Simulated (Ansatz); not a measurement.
Here is the system:

AlNi (CsCl type), conventional cell a = 2.862 Å, b = 2.862 Å, c = 2.862 Å, α = 90.00°, β = 90.00°, γ = 90.00°. The calculation uses the primitive cell of 2 atoms, to which meshes and values per cell refer.

This relaxed cell (volume V₀) is scaled evenly in all directions, its shape held. Symmetry pins the atoms to their sites.

These are PBEsol (plane waves to 420 eV, PAW, scalar-relativistic; Ansatz, a program for electronic structure) values and carry that method's errors. k mesh 16×16×16 (Γ-centred), Fermi-Dirac smearing 0.05 eV. Energies are smeared free energies. Compression counts positive. AlNi is run without spin polarisation. AlNi was relaxed with its symmetry unable to fall. The zero of ΔE is the relaxed starting cell.

The scan covers V/V₀ from 0.840 to 1.160 in 13 points.

Task: What is the fitted pressure derivative B₀′?

Result: 4.3.

Task: What bulk modulus B₀ follows from a third-order Birch-Murnaghan fit?

Result: 173 GPa.

(Under strain, the slope of the energy per volume gives the stress and its curvature an elastic modulus.)
